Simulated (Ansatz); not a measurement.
Relaxed cells of Eu: frozen-core against all-electron

```
CELL_PARAMETERS angstrom
-2.30300 2.30300 2.30300
2.30300 -2.30300 2.30300
2.30300 2.30300 -2.30300
ATOMIC_POSITIONS crystal
Eu 0.00000 0.00000 0.00000
```

The cell comes from COD entry 9010990, which wasn't checked; take it as a given geometry.

Semilocal functionals without a Hubbard term describe localised f shells poorly; where the shell is localised, the real material differs.

No spin–orbit coupling, which matters for the heavy atoms here.

Methods: DFT, PBEsol, PAW with Ansatz's default frozen-core files, scalar-relativistic (Ansatz 0.2.0); DFT, PBEsol, all-electron LAPW, scalar-relativistic (Ansatz 0.2.0).

The cell listed is the start of the relaxation; 10×10×10 k mesh, Fermi–Dirac smearing of 0.05 eV, parallel start moments.

Q: PAW ends at a = 3.668 Å, b = 3.668 Å, c = 3.668 Å, α = 109.47°, β = 109.47°, γ = 109.47°; 37.984 Å³/atom at 0.00 GPa; energy released 105.5 meV/atom; moment 7.25 μB. Where does LAPW end?

A: a = 3.674 Å, b = 3.674 Å, c = 3.674 Å, α = 109.47°, β = 109.47°, γ = 109.47°; 38.173 Å³/atom at -0.01 GPa; energy released 101.3 meV/atom; moment 7.25 μB. PAW's volume differs by -0.50 %.
